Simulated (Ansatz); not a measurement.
NbSi₂:
```yaml
crystal:
  lattice:
    - [4.79616, 0.00000, 0.00000]
    - [-2.39808, 4.15360, 0.00000]
    - [0.00000, 0.00000, 6.57790]
  atoms:
    - { symbol: Nb, position: [0.50000, 0.00000, 0.00000] }
    - { symbol: Nb, position: [0.50000, 0.50000, 0.33333] }
    - { symbol: Nb, position: [0.00000, 0.50000, 0.66667] }
    - { symbol: Si, position: [0.15829, 0.31657, 0.00000] }
    - { symbol: Si, position: [0.84171, 0.15829, 0.33333] }
    - { symbol: Si, position: [0.68343, 0.84171, 0.66667] }
    - { symbol: Si, position: [0.84171, 0.68343, 0.00000] }
    - { symbol: Si, position: [0.15829, 0.84171, 0.33333] }
    - { symbol: Si, position: [0.31657, 0.15829, 0.66667] }
```

Relaxed with r²SCAN.

Task: Which orbitals make up the states near the Fermi level in DFT-r²SCAN in the program Ansatz with PAW potentials?

Result: Within 0.5 eV of the Fermi level: Nb 4d 72 %, Si 3p 20 %. Projections are on Löwdin-orthogonalised atomic valence shells; empty p or d shells of many metals are not among them.

Task: Tabulate the density of states.

Result: States/eV per cell of 9 atoms, in 0.25 eV bins, energy from the Fermi level.

```tsv
E (eV)	total	Nb 4d	Si 3p	Si 3s
-7.85	2.26	0.49	0.68	0.96
-7.60	2.47	0.57	0.68	1.08
-7.35	1.19	0.26	0.37	0.49
-7.10	3.14	0.66	0.94	1.31
-6.85	2.48	0.55	0.76	1.01
-6.60	1.66	0.39	0.50	0.67
-6.35	1.18	0.28	0.47	0.35
-6.10	1.53	0.36	0.80	0.24
-5.85	2.18	0.49	1.31	0.20
-5.60	5.19	1.25	3.14	0.48
-5.35	2.55	0.64	1.49	0.27
-5.10	3.84	0.91	2.31	0.38
-4.85	2.33	0.58	1.28	0.29
-4.60	3.37	0.92	1.90	0.32
-4.35	3.41	0.97	1.88	0.31
-4.10	3.45	1.06	1.81	0.33
-3.85	3.20	1.04	1.59	0.34
-3.60	3.77	1.29	1.84	0.40
-3.35	3.63	1.26	1.76	0.41
-3.10	4.36	1.69	2.01	0.42
-2.85	6.40	2.80	2.89	0.42
-2.60	9.05	4.16	4.12	0.39
-2.35	8.94	4.39	3.92	0.29
-2.10	12.43	6.54	5.17	0.28
-1.85	7.18	3.75	2.96	0.20
-1.60	5.82	3.19	2.13	0.25
-1.35	4.25	2.55	1.34	0.18
-1.10	3.25	2.11	0.88	0.13
-0.85	2.11	1.44	0.52	0.08
-0.60	1.84	1.28	0.43	0.06
-0.35	1.87	1.34	0.40	0.06
-0.10	3.23	2.30	0.71	0.08
0.15	3.08	2.26	0.59	0.09
0.40	1.96	1.46	0.33	0.07
0.65	2.04	1.53	0.31	0.08
0.90	2.30	1.72	0.31	0.13
1.15	1.80	1.36	0.21	0.11
1.40	2.36	1.03	0.76	0.42
1.65	3.12	1.44	0.91	0.57
1.90	4.60	2.32	1.35	0.64
2.15	6.27	3.25	1.82	0.76
2.40	5.58	3.07	1.51	0.56
2.65	4.89	2.43	1.36	0.55
2.90	7.04	3.42	1.82	0.99
3.15	5.50	2.57	1.45	0.66
3.40	6.24	2.60	1.61	0.84
3.65	7.33	3.37	1.73	1.09
3.90	7.50	2.98	2.18	0.91
4.15	7.20	2.70	2.04	1.03
4.40	6.42	2.26	1.94	0.90
4.65	5.53	1.85	1.84	0.72
```

Space group P6_222. The cell was relaxed with r²SCAN under the symmetry of its start. The run is not spin-polarised. Scalar-relativistic: spin–orbit coupling is off unless named, which matters more the heavier the elements.

Potentials: the later of the program's two PAW sets.
